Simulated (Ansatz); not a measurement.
# ⁶¹Ni nuclear quadrupole resonance in SiNi2

Cell: an entry of the Crystallography Open Database (COD) whose atoms were relaxed with PBE, the cell held.

```cif
data_structure
_symmetry_space_group_name_H-M 'P 1'
_symmetry_Int_Tables_number 1
_cell_length_a 4.9900
_cell_length_b 3.7200
_cell_length_c 7.0600
_cell_angle_alpha 90.000
_cell_angle_beta 90.000
_cell_angle_gamma 90.000
_cell_volume 131.05
loop_
_atom_site_label
_atom_site_type_symbol
_atom_site_fract_x
_atom_site_fract_y
_atom_site_fract_z
_atom_site_occupancy
Si1 Si 0.28875 0.25000 0.38584 1
Si2 Si 0.21125 0.75000 0.88584 1
Si3 Si 0.78875 0.25000 0.11416 1
Si4 Si 0.71125 0.75000 0.61416 1
Ni5 Ni 0.95876 0.25000 0.79481 1
Ni6 Ni 0.54124 0.75000 0.29481 1
Ni7 Ni 0.45876 0.25000 0.70519 1
Ni8 Ni 0.04124 0.75000 0.20519 1
Ni9 Ni 0.32980 0.25000 0.06033 1
Ni10 Ni 0.17020 0.75000 0.56033 1
Ni11 Ni 0.82980 0.25000 0.43967 1
Ni12 Ni 0.67020 0.75000 0.93967 1
```

Atoms are numbered from 1 in the order listed; like atoms form one site, named after its first atom.

Level of theory: DFT, PBE, plane waves and PAW, scalar-relativistic, collinear spin, 420 eV cutoff, Γ-centred 9×12×6 k-points, Fermi–Dirac smearing 0.05 eV (Ansatz 0.2.0). Start moments as typed (μB): 1.5 on each Ni, none on the rest.

⁶¹Ni: I = 3/2, Q = 162.0 mb (year-2017 value). Static lattice, zero field.

(1) Predict the zero-field ⁶¹Ni lines of each site.

Answers

(1) For I = 3/2 there is one line, ν = (|C_Q|/2)(1 + η²/3)^½.

| site | atoms | V_zz (10²¹ V/m²) | C_Q (MHz) | η | line frequencies (MHz) |
| --- | --- | --- | --- | --- | --- |
| Ni5 | 5, 6, 7, 8 | -1.95 | -7.62 | 0.90 | 4.29 |
| Ni9 | 9, 10, 11, 12 | 1.00 | 3.92 | 0.47 | 2.03 |

The run finds no gap above 0.1 eV (a metal, or nearly one), so the gradients can move by 10 % or more with the k-mesh. With these PAW files V_zz is typically within 2 to 3 % of all-electron values, but misses above 10 % occur on Ni. The start moments die out, and the run ends without spin.
